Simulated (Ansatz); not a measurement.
ZnGaNO:
```yaml
crystal:
  lattice:
    - [5.60100, 0.00000, 0.00000]
    - [0.00000, 6.43175, 0.00000]
    - [0.00000, 0.00000, 5.18699]
  atoms:
    - { symbol: Zn, position: [0.07658, 0.61499, 0.00935] }
    - { symbol: Zn, position: [0.92342, 0.38501, 0.50935] }
    - { symbol: Zn, position: [0.57658, 0.88501, 0.00935] }
    - { symbol: Zn, position: [0.42342, 0.11499, 0.50935] }
    - { symbol: Ga, position: [0.08154, 0.13422, 0.99493] }
    - { symbol: Ga, position: [0.91846, 0.86578, 0.49493] }
    - { symbol: Ga, position: [0.58154, 0.36578, 0.99493] }
    - { symbol: Ga, position: [0.41846, 0.63422, 0.49493] }
    - { symbol: O, position: [0.07036, 0.11385, 0.36719] }
    - { symbol: O, position: [0.92964, 0.88615, 0.86719] }
    - { symbol: O, position: [0.57036, 0.38615, 0.36719] }
    - { symbol: O, position: [0.42964, 0.61385, 0.86719] }
    - { symbol: N, position: [0.09814, 0.63300, 0.38853] }
    - { symbol: N, position: [0.90186, 0.36700, 0.88853] }
    - { symbol: N, position: [0.59814, 0.86700, 0.38853] }
    - { symbol: N, position: [0.40186, 0.13300, 0.88853] }
```

Relaxed with r²SCAN.

Q: Give the Bader charges and basin volumes of the independent atoms, r²SCAN (plane waves, PAW; program Ansatz).

A: 

| atom | Bader charge (e) | Bader volume (Å³) |
|---|---|---|
| Zn1 | +1.18 | 10.8 |
| Ga5 | +1.76 | 9.1 |
| O9 | -1.33 | 12.9 |
| N13 | -1.61 | 13.9 |

Space group Pna2_1. The start of the workflow was typed in or built on a structure type; neither database checked (COD, Materials Project) lists it. Whether it is the stable phase at ambient conditions was not checked. The r²SCAN relaxation kept the symmetry of its start; whether a distortion lowers the energy is not shown.

Potentials: the earlier of the program's two PAW sets.
